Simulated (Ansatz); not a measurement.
Eigenvalues along a path: LaHg2

```yaml
crystal:
  lattice:
    - [4.90468, 0.00000, 0.00000]
    - [-2.45234, 4.24758, 0.00000]
    - [0.00000, 0.00000, 3.16164]
  atoms:
    - { symbol: La, position: [0.00000, 0.00000, 0.00000] }
    - { symbol: Hg, position: [0.33333, 0.66667, 0.50000] }
    - { symbol: Hg, position: [0.66667, 0.33333, 0.50000] }
```

The base volume is that of a database entry, with shape and atoms relaxed on PAW files at held volume, so it needn't be at zero pressure; the structure needn't be the stable phase, at rest or compressed.

Level of theory: DFT with PBEsol, scalar-relativistic, in Ansatz 0.2.0; a Γ-centred 9×9×10 k mesh, Fermi–Dirac smearing of 0.05 eV, no spin polarisation. LAPW: all electrons, basis error target 1 meV/atom.

This run: volume at 0.85 of the series' base cell.

Spin–orbit coupling is left out, which matters for the heavy atoms.

Path points, in fractions of the reciprocal vectors: Γ (0.000, 0.000, 0.000), M (0.500, 0.000, 0.000), K (0.333, 0.333, 0.000), A (0.000, 0.000, 0.500), L (0.500, 0.000, 0.500), H (0.333, 0.333, 0.500). Levels in eV from the Fermi level; bands 43 to 69, counted from the lowest band of the run. The gap is zero, the pressure 10.75 GPa.

```
# k(1/Å) point b43 b44 b45 b46 b47 b48 b49 b50 b51 b52 b53 b54 b55 b56 b57 b58 b59 b60 b61 b62 b63 b64 b65 b66 b67 b68 b69
0.000 Γ -16.59 -16.59 -15.09 -9.12 -8.70 -8.02 -8.02 -7.97 -7.57 -7.57 -7.38 -7.38 -6.90 -6.90 -1.82 -1.82 -0.94 -0.47 1.82 1.82 2.32 2.50 2.50 2.53 3.00 5.42 5.42
0.123 - -16.61 -16.59 -15.09 -9.02 -8.68 -8.07 -8.07 -7.98 -7.58 -7.57 -7.36 -7.32 -6.90 -6.89 -2.37 -1.75 -0.47 -0.29 1.81 1.81 2.32 2.50 2.50 2.54 3.05 5.24 5.43
0.247 - -16.65 -16.59 -15.09 -8.78 -8.62 -8.22 -8.19 -8.02 -7.60 -7.55 -7.30 -7.21 -6.90 -6.87 -3.08 -1.56 -0.48 0.68 1.80 1.80 2.33 2.48 2.50 2.57 3.25 4.55 4.89
0.370 - -16.71 -16.59 -15.10 -8.65 -8.42 -8.33 -8.31 -8.06 -7.63 -7.51 -7.14 -7.10 -6.92 -6.84 -3.71 -1.23 -0.50 1.45 1.78 1.80 2.33 2.45 2.49 2.61 3.33 3.87 4.25
0.493 - -16.76 -16.59 -15.10 -8.69 -8.52 -8.41 -8.18 -7.94 -7.66 -7.46 -7.02 -6.96 -6.81 -6.81 -4.30 -0.80 -0.53 1.69 1.77 1.90 2.30 2.42 2.46 2.49 2.66 3.38 4.34
0.616 - -16.79 -16.59 -15.10 -8.82 -8.48 -8.47 -8.22 -7.77 -7.68 -7.40 -7.02 -6.97 -6.79 -6.28 -4.88 -0.57 -0.35 1.54 1.78 1.86 2.17 2.18 2.40 2.48 2.70 2.75 4.21
0.740 M -16.80 -16.59 -15.10 -8.87 -8.49 -8.46 -8.24 -7.72 -7.69 -7.36 -7.04 -6.96 -6.78 -5.84 -5.32 -0.58 -0.13 1.39 1.82 1.85 1.94 2.19 2.39 2.48 2.59 2.71 4.16
0.811 - -16.80 -16.59 -15.10 -8.86 -8.50 -8.46 -8.24 -7.77 -7.68 -7.36 -7.05 -6.90 -6.78 -5.78 -5.31 -0.74 -0.16 1.48 1.82 1.88 1.94 2.19 2.39 2.48 2.59 2.71 4.19
0.882 - -16.79 -16.61 -15.10 -8.85 -8.54 -8.45 -8.24 -7.89 -7.67 -7.36 -7.08 -6.78 -6.77 -5.63 -5.30 -1.13 -0.19 1.62 1.81 1.93 1.98 2.21 2.39 2.47 2.58 2.72 4.26
0.953 - -16.77 -16.63 -15.10 -8.84 -8.56 -8.45 -8.25 -8.03 -7.65 -7.36 -7.12 -6.75 -6.64 -5.41 -5.27 -1.63 -0.21 1.69 1.80 1.95 2.13 2.22 2.39 2.45 2.55 2.72 4.36
1.024 - -16.75 -16.65 -15.10 -8.84 -8.57 -8.45 -8.25 -8.15 -7.63 -7.34 -7.17 -6.74 -6.52 -5.22 -5.18 -2.11 -0.22 1.72 1.78 1.99 2.24 2.25 2.40 2.43 2.50 2.72 4.50
1.095 - -16.73 -16.68 -15.10 -8.85 -8.54 -8.46 -8.26 -8.23 -7.61 -7.31 -7.22 -6.73 -6.45 -5.13 -5.01 -2.48 -0.23 1.74 1.76 2.07 2.24 2.28 2.40 2.42 2.44 2.72 4.65
1.167 K -16.71 -16.71 -15.10 -8.86 -8.50 -8.50 -8.26 -8.26 -7.61 -7.27 -7.27 -6.73 -6.42 -5.02 -5.02 -2.62 -0.23 1.75 1.75 2.19 2.19 2.24 2.41 2.41 2.42 2.72 4.82
1.309 - -16.74 -16.66 -15.10 -8.82 -8.55 -8.46 -8.23 -8.20 -7.62 -7.37 -7.15 -6.74 -6.50 -5.64 -4.71 -2.21 -0.23 1.74 1.77 1.89 2.21 2.41 2.42 2.43 2.59 2.72 4.54
1.451 - -16.75 -16.62 -15.10 -8.71 -8.51 -8.50 -8.17 -8.11 -7.63 -7.45 -7.04 -6.77 -6.68 -6.49 -4.33 -1.61 -0.28 1.74 1.77 1.94 2.10 2.42 2.44 2.45 2.69 3.21 4.42
1.594 - -16.72 -16.60 -15.10 -8.63 -8.47 -8.39 -8.21 -8.10 -7.63 -7.51 -7.10 -6.95 -6.90 -6.81 -3.86 -1.39 -0.41 1.69 1.78 1.84 2.29 2.45 2.47 2.64 2.88 4.00 4.24
1.736 - -16.66 -16.59 -15.09 -8.71 -8.56 -8.28 -8.23 -8.04 -7.61 -7.55 -7.31 -7.12 -6.91 -6.86 -3.25 -1.53 -0.46 0.97 1.80 1.80 2.33 2.47 2.49 2.58 3.37 4.13 4.80
1.878 - -16.61 -16.59 -15.09 -8.99 -8.68 -8.10 -8.09 -7.99 -7.58 -7.56 -7.36 -7.30 -6.90 -6.89 -2.48 -1.74 -0.47 -0.14 1.81 1.81 2.32 2.50 2.50 2.55 3.07 5.19 5.43
2.021 Γ -16.59 -16.59 -15.09 -9.12 -8.70 -8.02 -8.02 -7.97 -7.57 -7.57 -7.38 -7.38 -6.90 -6.90 -1.82 -1.82 -0.94 -0.47 1.82 1.82 2.32 2.50 2.50 2.53 3.00 5.42 5.42
2.186 - -16.56 -16.56 -15.33 -9.00 -8.59 -8.02 -8.02 -7.87 -7.64 -7.64 -7.41 -7.41 -6.92 -6.92 -1.65 -1.65 -0.88 -0.12 1.78 1.78 2.33 2.50 2.50 2.50 2.99 4.58 4.58
2.352 - -16.48 -16.48 -15.94 -8.76 -8.20 -8.05 -8.05 -7.79 -7.79 -7.57 -7.51 -7.51 -6.97 -6.97 -1.19 -1.19 -0.69 0.75 1.65 1.65 2.27 2.34 2.50 2.50 2.97 3.63 3.63
2.518 - -16.67 -16.37 -16.37 -8.55 -8.18 -8.18 -7.88 -7.88 -7.64 -7.64 -7.47 -7.15 -7.04 -7.04 -0.53 -0.53 -0.34 1.29 1.33 1.33 1.68 2.36 2.52 2.52 2.95 3.03 3.03
2.683 - -17.33 -16.25 -16.25 -8.40 -8.36 -8.36 -7.89 -7.89 -7.77 -7.77 -7.11 -7.11 -6.70 -6.45 -0.24 0.21 0.21 0.22 0.91 0.91 2.00 2.38 2.62 2.62 2.77 2.77 2.92
2.849 - -17.77 -16.16 -16.16 -8.50 -8.50 -8.31 -7.88 -7.88 -7.88 -7.88 -7.17 -7.17 -6.35 -5.20 -1.94 0.58 0.58 0.81 0.81 0.98 2.10 2.40 2.68 2.68 2.86 2.88 2.88
3.014 A -17.92 -16.13 -16.13 -8.55 -8.55 -8.28 -7.91 -7.91 -7.88 -7.88 -7.19 -7.19 -6.22 -4.07 -3.23 0.46 0.46 1.04 1.04 1.51 2.12 2.40 2.66 2.66 2.78 3.15 3.15
3.138 - -17.92 -16.13 -16.13 -8.53 -8.51 -8.44 -8.07 -7.98 -7.69 -7.61 -7.26 -7.20 -6.22 -4.07 -3.08 0.01 0.06 1.14 1.34 1.35 2.13 2.39 2.66 2.66 2.88 2.91 3.18
3.261 - -17.91 -16.15 -16.14 -8.66 -8.47 -8.42 -8.22 -8.02 -7.47 -7.42 -7.27 -7.22 -6.24 -4.07 -2.69 -0.79 -0.55 0.93 1.31 1.68 2.15 2.37 2.63 2.66 2.70 3.02 3.26
3.384 - -17.89 -16.17 -16.16 -8.78 -8.39 -8.33 -8.31 -8.08 -7.58 -7.24 -7.23 -6.96 -6.28 -4.10 -2.14 -1.50 -1.15 0.40 1.56 1.89 2.20 2.34 2.52 2.66 2.70 3.18 3.36
3.507 - -17.87 -16.19 -16.17 -8.79 -8.42 -8.30 -8.26 -8.18 -7.64 -7.28 -7.02 -6.74 -6.33 -4.19 -1.96 -1.64 -1.57 -0.07 1.77 2.00 2.31 2.31 2.47 2.66 2.74 3.47 3.48
3.631 - -17.86 -16.21 -16.18 -8.69 -8.46 -8.33 -8.28 -8.24 -7.61 -7.31 -6.86 -6.60 -6.39 -4.30 -2.18 -1.98 -1.15 -0.33 1.87 2.06 2.29 2.43 2.45 2.65 2.81 3.55 4.00
3.754 L -17.85 -16.22 -16.19 -8.58 -8.48 -8.46 -8.30 -8.21 -7.58 -7.32 -6.81 -6.53 -6.44 -4.34 -2.24 -2.09 -1.02 -0.38 1.90 2.08 2.29 2.44 2.48 2.65 2.85 3.59 4.41
3.825 - -17.85 -16.22 -16.19 -8.59 -8.46 -8.46 -8.36 -8.14 -7.59 -7.31 -6.81 -6.54 -6.43 -4.34 -2.68 -1.60 -1.01 -0.40 1.90 2.07 2.28 2.44 2.48 2.66 2.83 3.67 4.40
3.896 - -17.85 -16.22 -16.19 -8.60 -8.45 -8.44 -8.42 -8.05 -7.62 -7.28 -6.83 -6.59 -6.42 -4.33 -3.11 -1.00 -0.98 -0.47 1.89 2.05 2.28 2.43 2.48 2.66 2.79 3.89 4.36
3.967 - -17.85 -16.22 -16.20 -8.60 -8.52 -8.41 -8.38 -7.95 -7.65 -7.25 -6.85 -6.67 -6.40 -4.31 -3.47 -0.93 -0.57 -0.39 1.87 2.03 2.28 2.43 2.48 2.66 2.75 4.19 4.29
4.039 - -17.85 -16.21 -16.20 -8.60 -8.57 -8.38 -8.34 -7.87 -7.69 -7.22 -6.86 -6.75 -6.38 -4.27 -3.75 -0.87 -0.67 0.18 1.85 1.99 2.28 2.42 2.49 2.67 2.72 4.20 4.30
4.110 - -17.85 -16.21 -16.21 -8.60 -8.58 -8.35 -8.33 -7.80 -7.72 -7.20 -6.86 -6.81 -6.37 -4.21 -3.96 -0.82 -0.75 0.62 1.84 1.94 2.27 2.42 2.51 2.68 2.70 3.98 4.08
4.181 H -17.85 -16.21 -16.21 -8.61 -8.58 -8.33 -8.33 -7.75 -7.75 -7.20 -6.84 -6.84 -6.36 -4.11 -4.11 -0.79 -0.79 0.78 1.88 1.88 2.27 2.41 2.53 2.69 2.69 3.94 3.94
4.323 - -17.85 -16.21 -16.20 -8.64 -8.57 -8.33 -8.32 -7.84 -7.72 -7.21 -6.83 -6.82 -6.37 -4.25 -3.77 -0.87 -0.70 0.39 1.73 1.98 2.28 2.42 2.46 2.68 2.70 3.66 4.24
4.466 - -17.86 -16.20 -16.19 -8.77 -8.49 -8.32 -8.25 -7.99 -7.71 -7.24 -6.91 -6.79 -6.35 -4.22 -3.18 -1.26 -0.38 -0.19 1.56 1.99 2.29 2.35 2.44 2.67 2.70 3.41 3.75
4.608 - -17.88 -16.18 -16.17 -8.81 -8.44 -8.30 -8.18 -8.15 -7.65 -7.24 -7.12 -6.90 -6.30 -4.13 -2.32 -1.87 -0.51 0.14 1.39 1.95 2.24 2.32 2.49 2.67 2.68 3.21 3.47
4.750 - -17.90 -16.16 -16.15 -8.71 -8.47 -8.36 -8.22 -8.06 -7.48 -7.38 -7.22 -7.18 -6.25 -4.07 -2.53 -1.27 -0.40 0.76 1.25 1.79 2.16 2.36 2.59 2.67 2.68 3.05 3.30
4.893 - -17.92 -16.14 -16.13 -8.52 -8.50 -8.48 -8.09 -8.00 -7.65 -7.56 -7.28 -7.20 -6.22 -4.07 -3.04 -0.17 0.04 1.13 1.30 1.41 2.13 2.39 2.66 2.66 2.87 2.90 3.19
5.035 A -17.92 -16.13 -16.13 -8.55 -8.55 -8.28 -7.91 -7.91 -7.88 -7.88 -7.19 -7.19 -6.22 -4.07 -3.23 0.46 0.46 1.04 1.04 1.51 2.12 2.40 2.66 2.66 2.78 3.15 3.15
```
